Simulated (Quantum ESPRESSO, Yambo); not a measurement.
Quasiparticle gap of LuPO₄

```cif
data_Lu2O8P2
_chemical_formula_sum 'O8 P2 Lu2'
_space_group_name_H-M_alt 'P 1'
_space_group_IT_number 1
_cell_length_a 5.60518
_cell_length_b 5.60518
_cell_length_c 5.60518
_cell_angle_alpha 106.158
_cell_angle_beta 106.158
_cell_angle_gamma 116.323
loop_
_space_group_symop_operation_xyz
  'x, y, z'
loop_
_atom_site_label
_atom_site_type_symbol
_atom_site_fract_x
_atom_site_fract_y
_atom_site_fract_z
_atom_site_occupancy
O1 O 0.51440 0.33691 0.17749 1
O2 O 0.08691 0.40942 0.32251 1
O3 O 0.15942 0.33691 0.82251 1
O4 O 0.08691 0.76440 0.67749 1
O5 O 0.23560 0.91309 0.32251 1
O6 O 0.66309 0.48560 0.82251 1
O7 O 0.59058 0.91309 0.67749 1
O8 O 0.66309 0.84058 0.17749 1
P1 P 0.25000 0.75000 0.50000 1
P2 P 0.50000 0.50000 0.00000 1
Lu1 Lu 0.00000 0.00000 0.00000 1
Lu2 Lu 0.75000 0.25000 0.50000 1
```

The geometry is that of Materials Project entry mp-2940, symmetrised and not relaxed again.

Starting point: PBEsol (pw.x of Quantum ESPRESSO, ONCV potentials, without SOC). G0W0 in Yambo: 2×2×2 Γ-centred k mesh, bands 3 to 222 and a 7 Ry block in the screening, 222 bands in G with the Bruneval-Gonze terminator, plasmon pole fitted at 27.2 eV.

```yaml
PBEsol gap along the band path: 6.22 eV
PBEsol gap between the mesh's edge points (Γ → Γ): 6.22 eV
G0W0 gap between the same points: 8.48 eV
smallest G0W0 gap among all computed states (the edges move to other k points): 8.07 eV
```

```json
[
 {"k point": "Γ", "band": "VB", "E PBEsol (eV)": "0.00", "E QP (eV)": "-1.16", "shift (eV)": "-1.16", "Z": "0.81"},
 {"k point": "Γ", "band": "CB", "E PBEsol (eV)": "6.22", "E QP (eV)": "7.32", "shift (eV)": "1.10", "Z": "0.86"},
 {"k point": "X", "band": "VB", "E PBEsol (eV)": "-0.34", "E QP (eV)": "-1.00", "shift (eV)": "-0.66", "Z": "0.82"},
 {"k point": "X", "band": "CB", "E PBEsol (eV)": "6.59", "E QP (eV)": "7.68", "shift (eV)": "1.09", "Z": "0.86"},
 {"k point": "N", "band": "VB", "E PBEsol (eV)": "-0.09", "E QP (eV)": "-1.02", "shift (eV)": "-0.94", "Z": "0.82"},
 {"k point": "N", "band": "CB", "E PBEsol (eV)": "6.99", "E QP (eV)": "8.15", "shift (eV)": "1.16", "Z": "0.85"},
 {"k point": "M", "band": "VB", "E PBEsol (eV)": "-0.48", "E QP (eV)": "-0.75", "shift (eV)": "-0.27", "Z": "0.82"},
 {"k point": "M", "band": "CB", "E PBEsol (eV)": "7.61", "E QP (eV)": "8.78", "shift (eV)": "1.17", "Z": "0.85"}
]
```

Energies count from the PBEsol valence-band maximum.

Nearest settings tried, and what they do to the gap: 121 bands in W: +166 meV. Not varied: bands in G, block, mesh. So the settings aren't converged at that level. The k mesh is coarse.

The 4f states are in the valence at their DFT position.
